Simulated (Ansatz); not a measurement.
## Property card of a Si2B sheet

It was reached by relaxing an invented guess, and it needn't be the stable form of this composition.

Method: Ansatz, DFT PBE+D3(BJ), scalar-relativistic, plane waves, PAW. Cutoff 420 eV; k points 15×15×1 on the computed 6-atom cell (Γ-centred); Gaussian smearing, width 0.10 eV; no spin polarisation.

This is a two-dimensional sheet: the third axis spans vacuum and isn't periodic.

```
CELL_PARAMETERS angstrom
3.13674 0.00000 0.00000
-1.56837 2.71650 0.00000
0.00000 0.00000 37.88169
ATOMIC_POSITIONS crystal
Si 0.33333 0.66667 0.20717
Si 0.66667 0.33333 0.26295
Si 0.66667 0.33333 0.37359
Si 0.33333 0.66667 0.31780
B 0.00000 0.00000 0.23709
B 0.00000 0.00000 0.34367
```

Energies over the elements count from the elements' standard structures at the same level, with no fitted energy shifts.

```
Layer group                                       : p-3m1 (No. 72)
In-plane cell                                     : a = 3.137 Å, b = 3.137 Å, γ = 120.0°
Area per atom                                     : 1.42 Å²
Thickness between the outermost nuclei            : 6.30 Å
Formation energy                                  : +0.51 eV/atom
Band gap over mesh and path                       : none (metal or semimetal)
Density of states at the Fermi level              : 1.1 states/eV per cell
Löwdin character within 0.5 eV of the Fermi level : Si 3p 51 %, B 2p 29 %, Si 3s 15 %
Bader charges (e)                                 : Si1 0.90, Si2 1.17, Si3 0.90, Si4 1.17, B5 -2.07, B6 -2.07
```

Levels along Γ–M–K–Γ, in eV from the Fermi level, sorted by energy at each point. Points in fractions of the primitive reciprocal vectors: Γ (0.000 0.000 0.000), M (0.500 0.000 0.000), K (0.333 0.333 0.000).
```
point  k (1/Å, with 2π)  band 6  band 7  band 8  band 9  band 10  band 11  band 12
    Γ             0.000   -1.33    0.07    0.07    0.23     0.23     0.97     3.39
    -             0.165   -1.25   -0.58   -0.34   -0.24    -0.04     1.01     3.06
    -             0.330   -2.03   -1.71   -1.02   -0.89    -0.63     1.04     2.33
    -             0.496   -3.62   -3.29   -1.54   -1.26    -0.69     0.51     1.63
    -             0.661   -5.00   -3.06   -2.10   -1.80    -0.98    -0.30     1.13
    -             0.826   -5.49   -2.83   -2.51   -2.20    -2.07    -0.73     0.95
    -             0.991   -4.62   -4.11   -2.76   -2.45    -2.08    -1.18     0.75
    M             1.157   -5.48   -3.86   -2.85   -2.79    -2.53    -0.73     0.35
    -             1.252   -5.45   -3.83   -3.30   -2.83    -2.60    -0.69     0.37
    -             1.347   -5.38   -4.06   -3.76   -3.50    -2.47    -0.59     0.20
    -             1.443   -5.29   -4.95   -4.28   -3.62    -2.31    -0.49    -0.41
    -             1.538   -5.59   -5.07   -4.68   -3.44    -2.13    -1.23    -0.41
    -             1.633   -6.35   -4.81   -4.54   -3.23    -2.28    -1.73    -0.47
    -             1.729   -7.18   -4.49   -4.23   -3.10    -3.03    -1.50    -0.80
    K             1.824   -7.97   -4.21   -3.84   -3.84    -2.92    -1.19    -1.19
    -             2.015   -7.07   -5.49   -3.59   -3.17    -2.84    -1.11    -0.82
    -             2.206   -6.10   -5.62   -4.66   -2.29    -1.66    -1.25    -0.37
    -             2.397   -4.86   -4.66   -4.32   -2.63    -0.57    -0.49     0.24
    -             2.587   -3.43   -3.41   -3.22   -2.74    -0.51     0.50     1.50
    -             2.778   -2.20   -1.91   -1.67   -1.30    -0.92     1.02     2.64
    -             2.969   -1.23   -0.71   -0.49   -0.40    -0.17     1.02     3.06
    Γ             3.160   -1.33    0.07    0.07    0.23     0.23     0.97     3.39
```

The last run used a 15×15×1 mesh for its 6-atom cell and Gaussian smearing of 0.10 eV.
